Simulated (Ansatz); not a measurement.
## CsH: energy along a strain

CsH, Fm-3m, a = 6.376 Å (as given, not relaxed at this level: 0.0 GPa). Ansatz: r2SCAN, PAW, 500 eV, Γ-centred 6×6×6 mesh on 2 atoms, Gaussian smearing 0.05 eV; no spin polarisation. Cell vectors (Å): 0.000 3.188 3.188; 3.188 0.000 3.188; 3.188 3.188 0.000. The cell is strained by x per cent times the pattern (0 0 0 0 0 1) in the order xx yy zz yz xz xy (engineering shears), with fractional coordinates held. y is the free energy over the start, V0 = 32.401 Å³/atom. Symmetry makes y even in x. Points with a strain past 8.5 % were computed too (4) and aren't used here.

```tsv
x (%)	y (meV/atom)
-7.50	2.66
0.00	0.00
1.87	0.16
3.75	0.66
5.62	?
```

Fit y = c2 x² + c4 x⁴ to the other rows, get the stiffness along the pattern, and predict the missing energy.

Least squares on the rows shown. y = 0.04671 x² + 1.027×10⁻⁵ x⁴. The clamped-ion stiffness p·C·p = 2 × 0.4671 eV × 160.2 / 32.401 Å³ = 4.6 GPa, which is C66 in these axes (C44 of the cubic crystal). At x = 5.62 the fit asked for gives 1.49 meV/atom. The run gave 1.49 meV/atom, the same to the digits shown.